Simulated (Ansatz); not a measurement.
Nb (bcc, W type)

```
CELL_PARAMETERS angstrom
     -1.65147     1.65147     1.65147
      1.65147    -1.65147     1.65147
      1.65147     1.65147    -1.65147
ATOMIC_POSITIONS crystal
  Nb 0.00000 0.00000 0.00000
```

Two coordinates are scanned: the volume, and the ratio of the stretch along z (the conventional c axis) to the stretch across it. Atoms keep their fractional coordinates.

Computed with r2SCAN (plane waves to 500 eV, PAW, scalar-relativistic; Ansatz, a quantum-chemistry and plane-wave program). k mesh 20×20×20 (Γ-centred), Fermi-Dirac smearing 0.05 eV. Stress and pressure are positive under compression. With partly filled bands, the response to shear is sensitive to the k mesh, so small differences along c/a are uncertain. Nb is run without spin polarisation. Nb was relaxed with its symmetry unable to fall. The PAW data are Ansatz's earlier set.

At one point of the scan the stress tensor (GPa) is:

```
    7.7      0.0      0.0
    0.0      7.7      0.0
    0.0      0.0      7.7
```

Which point is it?
(A) V/V₀ = 0.960, (c/a)/(c/a)₀ = 1.040
(B) V/V₀ = 0.960, (c/a)/(c/a)₀ = 0.980
(C) V/V₀ = 0.920, (c/a)/(c/a)₀ = 1.040
(D) V/V₀ = 0.960, (c/a)/(c/a)₀ = 1.000

D, V/V₀ = 0.960, (c/a)/(c/a)₀ = 1.000

(Under strain, the slope of the energy per volume gives the stress and its curvature an elastic modulus.)
